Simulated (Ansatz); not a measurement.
# Equation of state of LuHg

A database entry relaxed whole under r2SCAN (Pm-3m):

```yaml
crystal:
  lattice:
    - [3.61898, 0.00000, 0.00000]
    - [0.00000, 3.61898, 0.00000]
    - [0.00000, 0.00000, 3.61898]
  atoms:
    - { symbol: Lu, position: [0.50000, 0.50000, 0.50000] }
    - { symbol: Hg, position: [0.00000, 0.00000, 0.00000] }
```

The cell was scaled uniformly, its shape held, and the atoms relaxed at each volume with plane-wave PAW DFT (Ansatz 0.2.0; r2SCAN, 500 eV, 9×9×9 Γ-centred mesh, fermi-dirac occupations of width 0.100 eV; no spin, no spin-orbit coupling). One row is withheld.

| volume (Å³/atom) | energy over the lowest (meV/atom) | pressure (GPa) |
| --- | --- | --- |
| 22.277 | 24.2 | 5.77 |
| 22.751 | 10.3 | 3.62 |
| 23.225 | 2.5 | 1.70 |
| 23.699 | 0.0 | -0.01 |
| 24.173 | ? | ? |
| 24.647 | 9.0 | -2.90 |
| 25.121 | 19.4 | -4.11 |

Q: Fit the pressures of the other rows to the third-order Birch-Murnaghan form.

A: With f = [(V₀/V)^(2/3) − 1]/2 and P = 3B₀f(1 + 2f)^(5/2)[1 + 3(B₀′ − 4)f/2], least squares gives V₀ = 23.70 Å³ an atom, B₀ = 80.8 GPa and B₀′ = 4.7; the rows miss the fit by less than 0.01 GPa. The slope of the energies differs from these pressures by less than 0.05 GPa.

Q: What does the withheld row hold?

A: The fit gives -1.54 GPa at 24.173 Å³; the run gave -1.54 GPa and 2.3 meV an atom.

Caveats: the shape of the cell was held; 0 K, fixed nuclei; the symmetry was kept, and this need not be the phase that is stable at 0 K; one mesh for all volumes; pressure is positive in compression.
